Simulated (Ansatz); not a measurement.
CuI (zinc blende)

```
CELL_PARAMETERS angstrom
      0.00000     3.03967     3.03967
      3.03967     0.00000     3.03967
      3.03967     3.03967     0.00000
ATOMIC_POSITIONS crystal
  I  0.75000 0.75000 0.75000
  Cu 0.00000 0.00000 0.00000
```

In this cell atom 1 (I, nearest neighbour Cu at 2.632 Å; its periodic images, 4.3 Å or more away, move with it) is moved by u·(1.000, 0.000, 0.000) + v·(0.000, 1.000, 0.000); the rest is frozen.

The numbers are results of PBE (plane waves to 420 eV, PAW, scalar-relativistic; Ansatz, a program for electronic structure), not measurements. k mesh 8×8×8 (Γ-centred), Fermi-Dirac smearing 0.05 eV. Energies are smeared free energies. Points where atoms come too close for the PAW data are left out (x in tables, blank in figures). CuI is run without spin polarisation. CuI was relaxed with its symmetry unable to fall. Spin-orbit coupling is left out, though I is heavy.

Changes of ΔE (meV/cell) from the point u = 0.000 Å, v = 0.000 Å when one coordinate moves alone (two changes are said to add if the coupling is within 5 % of the smaller one, nearly so within 20 %):

| point | change |
|---|---|
| u = 0.000 Å, v = -0.660 Å | 524.5 |
| u = 0.000 Å, v = -0.440 Å | 230.6 |
| u = 0.000 Å, v = -0.220 Å | 56.8 |
| u = -0.660 Å, v = 0.000 Å | 524.5 |
| u = -0.440 Å, v = 0.000 Å | 230.6 |
| u = -0.220 Å, v = 0.000 Å | 56.8 |
| u = 0.220 Å, v = 0.000 Å | 56.8 |
| u = 0.440 Å, v = 0.000 Å | 230.6 |
| u = 0.660 Å, v = 0.000 Å | 524.5 |
| u = 0.000 Å, v = 0.220 Å | 56.8 |
| u = 0.000 Å, v = 0.440 Å | 230.6 |
| u = 0.000 Å, v = 0.660 Å | 524.5 |

Question: What is the change at u = -0.660 Å, v = 0.440 Å, where both move, and how far is it from the sum?

Answer: The sum of the single changes is 524.5 + (230.6) = 755.1; the calculation gives 1355.8, so the coupling contributes 600.7 (over 20 % of the smaller single change, not additive).

Question: What is the change at u = -0.220 Å, v = -0.660 Å, where both move, and how far is it from the sum?

Answer: The sum of the single changes is 56.8 + (524.5) = 581.3; the calculation gives 732.4, so the coupling contributes 151.1 (over 20 % of the smaller single change, not additive).

Question: What is the change at u = -0.440 Å, v = 0.220 Å, where both move, and how far is it from the sum?

Answer: The sum of the single changes is 230.6 + (56.8) = 287.4; the calculation gives 358.0, so the coupling contributes 70.6 (over 20 % of the smaller single change, not additive).

(A displaced cell: forces are minus the slopes of the energy, force constants its curvatures, and phonons follow from these.)
